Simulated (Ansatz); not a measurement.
Yb₃Si (antiAuCu3 structure)

Method: PBEsol, scalar-relativistic; no spin polarisation; PAW, 420 eV, 6×6×6 k-mesh, Gaussian smearing of 0.05 eV; code Ansatz; PAW files: Ansatz's generated set soft_2.

```
CELL_PARAMETERS angstrom
4.56174 0.00000 0.00000
0.00000 4.56174 0.00000
0.00000 0.00000 4.56174
ATOMIC_POSITIONS crystal
Yb 0.00000 0.50000 0.50000
Yb 0.50000 0.50000 0.00000
Yb 0.50000 0.00000 0.50000
Si 0.00000 0.00000 0.00000
```

The cell came from substitution into a structure type; whether the compound takes it is for experiment to say.

Cell and atoms are those of this level's equilibrium.

The cell has space group Pm-3m (read at 0.01 Å). In it the stress is -0.02, -0.02, -0.02, 0.00, 0.00, 0.00 GPa and the largest force component 0.000 eV/Å. Each change below starts from this cell, without further relaxation. Stress is in GPa, positive in compression, in the order xx, yy, zz, yz, xz, xy; energies are counted from the cell above and are free energies with the smearing's entropy, which match forces and stress in a metal.

What happens when atom 3 (Yb) is moved by 0.02 Å along z?

The energy changes by 0.6 meV per cell, and the force on it along the shift is -0.062 eV/Å (−F/u = 3.10 eV/Å²). Stress: -0.02, -0.02, -0.02, 0.00, 0.00, 0.00.
```tsv
atom	Fx (eV/Å)	Fy	Fz
Yb1	0.000	0.000	-0.011
Yb2	0.000	0.000	0.059
Yb3	0.000	0.000	-0.062
Si4	0.000	0.000	0.013
```

A single strain component, atoms carried along, gave the stress 0.55, 0.55, 1.67, 0.00, 0.00, 0.00. Which component, and about how large?

An engineering strain of -2 % in zz; the energy changes by 9.6 meV per cell.

Without a U the 4f levels of Yb lie too near the Fermi level, so their share of the states there, and what hangs on it, is overstated. No spin–orbit coupling, a notable omission for heavy elements. Spin polarisation wasn't allowed in this run, so with an open shell this may not be the ground state.
